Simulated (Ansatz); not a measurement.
## Structure relaxation of Ca

Theory: Ansatz 0.2.0, DFT r2SCAN, scalar-relativistic, plane waves, PAW. Cutoff 500 eV, Γ-centred k mesh, Gaussian smearing, no spin polarisation in the final step.

This is the end of a relaxation of cell and atoms.

```yaml
crystal:
  lattice:
    - [0.00000, 2.78377, 2.78377]
    - [2.78377, 0.00000, 2.78377]
    - [2.78377, 2.78377, 0.00000]
  atoms:
    - { symbol: Ca, position: [0.50000, 0.50000, 0.50000] }
```

Question: What space group does it have?

Answer: Fm-3m (No. 225). Conventional cell: a = 5.568 Å. Around Ca lie 12 Ca at 3.94 Å.

Question: Is it a metal?

Answer: Yes, bands cross the Fermi level on the 14×14×14 mesh.

The final run used a 14×14×14 mesh on its 1-atom cell and 0.10 eV smearing.